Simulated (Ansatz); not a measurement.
Phonon dispersion of RbTbO$_{2}$

These are results of Ansatz, DFT PBE, scalar-relativistic, plane waves, PAW, and for the lanthanide a 4f-in-core norm-conserving potential, not measurements. Cutoff 690 eV, 6×6×4 k-points (Γ-centred), fixed occupations. No spin polarisation. Phonons by linear response, acoustic sum rule imposed.

Equilibrium structure at this level:
```
CELL_PARAMETERS angstrom
3.49986 0.00000 0.00000
-1.74993 3.03097 0.00000
0.00000 0.00000 6.73589
ATOMIC_POSITIONS crystal
Rb 0.00000 0.00000 0.50000
Tb 0.00000 0.00000 0.00000
O 0.33333 0.66667 0.17441
O 0.66667 0.33333 0.82559
```

The structure comes from a generated guess, relaxed at this level; another structure or a mixture of phases may lie lower. The q mesh is coarse, so values between its points are rough. Modes under 40 cm⁻¹ are poorly fixed.

Force constants from linear response on a 2×2×1 q mesh.

Task: Is the structure dynamically stable on this mesh?

Result: Yes, on this mesh: no mode is imaginary.

Task: Give the frequencies (cm⁻¹; i marks imaginary ones) at the irreducible q points, in fractions of the reciprocal vectors, the Γ row without the LO field.

Result:
```csv
q,star,frequencies
0.000 0.000 0.000,1,0 0 0 23 23 134 189 189 305 327 327 450
0.000 -0.500 0.000,3,38 56 97 118 132 190 257 273 314 315 338 474
```

The lanthanide is trivalent by construction, without f bands, f moments or other valences.
